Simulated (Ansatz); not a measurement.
## A trial form of Be4S

Level of theory: DFT PBE, scalar-relativistic, plane waves, PAW (Ansatz 0.2.0). Cutoff 420 eV, Gaussian smearing, Γ-centred meshes. Cell and atoms relax first on a coarse mesh and then on a finer one. In between, the cell is made exact in the group found at 0.06 Å. In metals the finer mesh still leaves noise of several meV/atom or more. The steps can't lower the symmetry of their start. No spin polarisation.

The cell of Be4S is invented: random cell by space group and Wyckoff sites (Pm-3m, No. 221). Its size is a rough estimate.

```cif
data_structure
_symmetry_space_group_name_H-M 'Pm-3m'
_symmetry_Int_Tables_number 221
_cell_length_a 4.0094
_cell_length_b 4.0094
_cell_length_c 4.0094
_cell_angle_alpha 90.000
_cell_angle_beta 90.000
_cell_angle_gamma 90.000
_cell_volume 64.45
loop_
_atom_site_label
_atom_site_type_symbol
_atom_site_symmetry_multiplicity
_atom_site_Wyckoff_symbol
_atom_site_fract_x
_atom_site_fract_y
_atom_site_fract_z
_atom_site_occupancy
Be1 Be 3 c 0.00000 0.50000 0.50000 1
Be2 Be 1 a 0.00000 0.00000 0.00000 1
S1 S 1 b 0.50000 0.50000 0.50000 1
```

Energies over the elements count from the elements' standard structures at the same level, with no fitted energy shifts.

**Question.** Which structure results?

**Answer.** The symmetry stays Pm-3m (No. 221). The volume per atom stays near 12.9 Å³. The shortest distance stays 2.00 Å (Be–S). Conventional cell: a = 4.007 Å. Be on a site of symmetry 4/mmm is surrounded by 2 S at 2.00 Å and 12 Be at 2.83 Å; Be on a site of symmetry m-3m is surrounded by 12 Be at 2.83 Å (long contacts); around S lie 6 Be at 2.00 Å.

```
Be S
1.0
     4.00691    0.00000    0.00000
     0.00000    4.00691    0.00000
     0.00000    0.00000    4.00691
Be S
4 1
Direct
  0.00000 0.50000 0.50000
  0.50000 0.00000 0.50000
  0.50000 0.50000 0.00000
  0.00000 0.00000 0.00000
  0.50000 0.50000 0.50000
```

**Question.** Give its energy and gap.

**Answer.** The formation energy is +0.93 eV/atom. The gap on the 10×10×10 mesh of the 5-atom cell is 0 eV (a metal).

A positive value: parting into the elements would lower its energy.

The last run used Gaussian smearing of 0.10 eV. The reference form of S is held partly by dispersion forces, which this level lacks. Symmetry constrained the relaxation, so the result can be a saddle point. In all, the 3 runs took 19 s on 1 thread of Arm Neoverse V1, on a shared host. Another cell of Be4S relaxed alike, in P-43m, lies 0.70 eV/atom lower, so this cell isn't the stable form at this level.
